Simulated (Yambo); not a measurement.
Consider the following.

```
CELL_PARAMETERS angstrom
      0.00000     2.21025     2.21025
      2.21025     0.00000     2.21025
      2.21025     2.21025     0.00000
ATOMIC_POSITIONS crystal
  N  0.25000 0.25000 0.25000
  Al 0.00000 0.00000 0.00000
```

Workflow: PBEsol (Quantum ESPRESSO, PseudoDojo norm-conserving, 84 Ry, no spin-orbit coupling), then G0W0 in Yambo (6×6×6 Γ-centred k mesh, 77 bands and a 14 Ry block in the screening, 77 bands in G with the Bruneval-Gonze terminator, plasmon pole fitted at 27.2 eV).

Give the PBEsol and G0W0 gaps between the band edges found on this mesh, and say where the edges lie.

Edges: Γ → X. PBEsol: 3.17 eV; G0W0: 4.63 eV. Convergence of the G0W0 settings was not tested. 

Geometry strained from the cell relaxed with PBEsol, atoms relaxed again.

This is not the ordinary phase of the substance; no match was found in the copy of COD used, and its stability was not checked.
